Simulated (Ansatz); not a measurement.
Si2Ru:
Space group P4₂/mnm (No. 136); a = 5.9261 Å, b = 5.9261 Å, c = 2.9694 Å, α = 90.00°, β = 90.00°, γ = 90.00°

| atom | site | symmetry | x | y | z |
|---|---|---|---|---|---|
| Ru | 2a | m.mm | 0.0000 | 0.0000 | 0.0000 |
| Si | 4f | m.2m | 0.2802 | 0.2802 | 0.0000 |

Relaxed with r²SCAN. DFT-r²SCAN in the program Ansatz with PAW potentials gives a gap of 0.11 eV.

Question: What gap does HSE06 give on the same cell (Ansatz, PAW)?

Answer: 0.48 eV, 0.37 eV more. The hybrid was solved on a coarser mesh and at special points; the gap given is the minimum over both.

```tsv
k	v1 r²SCAN	c1 r²SCAN	v1 HSE06	c1 HSE06
Γ	-1.55	0.57	-2.01	0.97
Z	-1.75	0.89	(withheld)	(withheld)
M	-1.48	0.18	-1.55	0.48
A	-1.71	0.97	(withheld)	(withheld)
R	-0.97	0.88	(withheld)	(withheld)
X	-1.60	1.04	(withheld)	(withheld)
```

Question: Top valence (v1) and lowest conduction level (c1) in eV from each method's valence maximum (which need not be a listed point): supply the withheld HSE06 values.

Answer: 
- A, v1 HSE06: -1.94
- A, c1 HSE06: 1.54
- X, v1 HSE06: -2.07
- X, c1 HSE06: 1.42
- Z, v1 HSE06: -1.88
- Z, c1 HSE06: 1.27
- R, v1 HSE06: -0.99
- R, c1 HSE06: 1.41

Cost on shared cores: the r²SCAN run (SCF on a 5×5×9 mesh, then bands and DOS) about 90 core-seconds (a rough figure), the HSE06 run (SCF on 3×3×6, then a few points) very roughly 2.8 core-minutes; the tasks are unlike.

Space group P4_2/mnm. The start of the workflow was typed in or built on a structure type; neither database checked (COD, Materials Project) lists it. Its standing as an ambient phase is unchecked. The cell was relaxed with r²SCAN under the symmetry of its start; whether a distortion lowers the energy is not shown. No spin polarisation was allowed. The volume moved by 20 % from the start of the relaxation. Spin–orbit coupling is left out wherever it is not named.

Potentials: the later of the program's two PAW sets.
